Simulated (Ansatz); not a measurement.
# Is this Ni result the lowest state?

System: Ni, a measured crystal structure (space group Fm-3m, primitive cell doubled); the cell holds 2 atoms. Source: COD entry 9012993; the sample's temperature and pressure aren't taken into account, and it need not be the stable phase.

Level of theory: DFT, r2SCAN, PAW, plane waves, scalar-relativistic in Ansatz development build ahead of 0.2.0.

```yaml
crystal:
  lattice:
    - [0.0, 1.76835, 1.76835]
    - [1.76835, 0.0, 1.76835]
    - [3.5367, 3.5367, 0.0]
  atoms:
    - { symbol: Ni, position: [0.0, 0.0, 0.0], spin: 2.0 }
    - { symbol: Ni, position: [0.0, 0.0, 0.5], spin: -2.0 }
magnetization:
  spin_polarized: true
hamiltonian:
  xc: r2scan
  pseudopotentials: { kind: paw }
basis:
  ecutwfc: 500
kpoints:
  mp_grid: { grid: [14, 14, 7] }
scf:
  occupations: { method: gaussian, width: 0.1 }
  lower_state_search: "off"
output:
  forces: true
  stress: true
```

It took 6.1 s on 2 threads of Intel(R) Xeon(R) 6975P-C, with other jobs on the host, peak memory 0.54 GiB.

The end of the output:

```
SCF converged after 16 iterations
Magnetization: 0.0000 μB (18.0000 up, 18.0000 down)
Absolute magnetization: 1.2560 μB (∫|ρ↑−ρ↓|, with the PAW one-centre terms)
Spin contamination: 0.6002 ħ² per cell (⟨S²⟩ above its minimum at these occupations)
Per-site moments (μB) at R_I (Å): [(0.6002, 1.0315), (-0.6002, 1.0315)]
Free energy (F): -11690.370769 eV
Harris-Foulkes:  -11690.370769 eV  (|F-HF|=1.08e-8)
Internal energy: -11690.360813 eV  (E = F + TS)
E sigma→0 (E₀):  -11690.365791 eV
Entropy (-TS):   -0.009956 eV (-4.978 meV/atom)
Fermi energy:    17.501372 eV
--- Forces (eV/Å), atoms counted from 1 ---
  atom   1  Ni     0.00000000     0.00000000     0.00000000
  atom   2  Ni     0.00000000    -0.00000000     0.00000000
--- Stress (GPa, compression-positive) ---
       -9.911344       1.493225      -1.493225
        1.493225      -9.911344      -1.493225
       -1.493225      -1.493225      -9.911344
  P = ⅓ Tr σ = -9.9113 GPa (-99.113 kbar)
```

r2SCAN tends to overstate moments and magnetic energies in itinerant metals.

Site moments are taken inside atomic spheres and don't add up to the total.

Q: Has the SCF ended in the lowest solution? If not, by how much is it too high?

A: No. A state 90.8 meV/atom (0.182 eV per cell) lower exists in this cell: ferromagnetic, site moments Ni1 0.83, Ni2 0.83 μB, total 1.52 μB per cell, no gap on the k-mesh. It was reached from: parallel moments, default search for lower states [Ni1 2.00, Ni2 2.00 μB]; a moment on one site alone, plain SCF [Ni1 2.00 μB]. This multiple of the primitive cell fits some opposed orders; other multiples fit others. “Lowest” means lowest among the runs made in this cell.
